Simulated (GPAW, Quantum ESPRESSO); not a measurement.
This is a calculation of Ca3AsP for Quantum ESPRESSO 7.5. The cell comes from a database or a generator and needn't be the stable form of this composition.

File pw.in:

```
&CONTROL
  calculation = 'scf'
  prefix = 'pwscf'
  outdir = './tmp'
  pseudo_dir = './pseudo'
  tprnfor = .true.
  tstress = .true.
  disk_io = 'nowf'
/
&SYSTEM
  ibrav = 0
  nat = 5
  ntyp = 3
  ecutwfc = 55
  ecutrho = 440
  nbnd = 28
  occupations = 'smearing'
  smearing = 'fd'
  degauss = 0.00367493
/
&ELECTRONS
  conv_thr = 1d-09
  electron_maxstep = 120
  mixing_beta = 0.5
/
ATOMIC_SPECIES
As    74.9216 As.pbe-n-rrkjus_psl.0.2.UPF
Ca    40.0780 Ca_pbe_v1.uspp.F.UPF
P     30.9738 P.pbe-n-rrkjus_psl.1.0.0.UPF
CELL_PARAMETERS angstrom
   5.3338990000    0.0000000000    0.0000000000
   0.0000000000    5.3338990000    0.0000000000
   0.0000000000    0.0000000000    5.3338990000
ATOMIC_POSITIONS crystal
As     0.0000000000    0.0000000000    0.0000000000
Ca     0.5000000000    0.5000000000    0.0000000000
Ca     0.5000000000    0.0000000000    0.5000000000
Ca     0.0000000000    0.5000000000    0.5000000000
P      0.5000000000    0.5000000000    0.5000000000
K_POINTS automatic
5 5 5 0 0 0
```

Potentials or basis: SSSP 1.3 efficiency PBE.

Run with:

```sh
$ OMP_NUM_THREADS=1 pw.x -in pw.in > pw.out
```

Question: Set up the same calculation for GPAW 26.7.0 (ASE script). Potentials or basis there: GPAW PAW data sets (gpaw-data 1.2.1), cutoff 600 eV.

Answer: As run (cutoffs and basis follow the program's own potentials, and thresholds, step limits or extra output files can differ):

The input run.py:

```python
from ase import Atoms
from ase.dft.bandgap import bandgap
from ase.io import write
from ase.units import GPa
from gpaw import GPAW, PW

atoms = Atoms(['As', 'Ca', 'Ca', 'Ca', 'P'],
              cell=[[5.333899, 0.0, 0.0],
                    [0.0, 5.333899, 0.0],
                    [0.0, 0.0, 5.333899]],
              scaled_positions=[[0.0, 0.0, 0.0],
                                [0.5, 0.5, 0.0],
                                [0.5, 0.0, 0.5],
                                [0.0, 0.5, 0.5],
                                [0.5, 0.5, 0.5]],
              pbc=True)

calc = GPAW(mode=PW(600),
            xc='PBE',
            kpts={'size': (5, 5, 5), 'gamma': True},
            occupations={'name': 'fermi-dirac', 'width': 0.05},
            nbands=34,
            convergence={'density': 1e-05, 'energy': 1e-05},
            maxiter=150,
            txt='gpaw.txt')
atoms.calc = calc
energy = atoms.get_potential_energy()
forces = atoms.get_forces()
stress = atoms.get_stress()
calc.write('gs.gpw')
write('result.traj', atoms)
print(f'Energy: {energy:.6f} eV')
print('Forces (eV/A):')
print(forces.round(4))
print('Stress (GPa):', (stress / GPa).round(3))
print('Fermi level:', round(calc.get_fermi_level(), 4), 'eV')
print(f'Gap: {bandgap(calc)[0]:.4f} eV, direct: {bandgap(calc, direct=True)[0]:.4f} eV')
```

Potentials or basis: GPAW PAW data sets (gpaw-data 1.2.1), pw.

Run with:

```bash
$ OMP_NUM_THREADS=1 python run.py
```

Both were run:

|  | Quantum ESPRESSO | GPAW |
| --- | --- | --- |
| Pressure | -0.1 GPa | 0.1 GPa |

Pressure is positive in compression.
